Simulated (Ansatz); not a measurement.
# Is this Ga₃SbAs₂ structure a true minimum?

It was reached by relaxing an invented guess, and it needn't be the stable form of this composition.

Level of theory: Ansatz 0.2.0, DFT PBE, scalar-relativistic, plane waves, PAW. Plane waves to 420 eV, a k mesh through Γ of 12×12×12 on the computed 6-atom cell and Gaussian smearing (0.10 eV); no spin polarisation.

The cell below (6 atoms, space group I-4m2 (No. 119)) is relaxed within its symmetry.

```
Ga Sb As
1.0
    -2.08784    2.08784    8.85569
     2.08784   -2.08784    8.85569
     2.08784    2.08784   -8.85569
Ga Sb As
3 1 2
Direct
  0.65884 0.65884 0.00000
  0.34116 0.34116 0.00000
  0.00000 0.00000 0.00000
  0.75000 0.25000 0.50000
  0.42062 0.92062 0.50000
  0.07938 0.57938 0.50000
```

For the test a repeat of it with 12 atoms (edges 4.18, 8.35, 9.33 Å) was strained at random (σ = 1.5 % a component), the atoms were moved at random (σ = 0.10 Å), and all was relaxed again on a coarse 6×4×6 mesh (in the run’s order of axes) with 0.20 eV smearing, with no symmetry imposed.

These runs have no spin–orbit coupling, which can matter for Sb.

Question: Does it come back?

Answer: It returns, within 1 meV/atom of the unmoved cell on that mesh and with the same symmetry when read at 0.1 Å. So it is stable against the distortions that fit this cell and that this random move excites. Modes that don't fit the cell aren't tested.
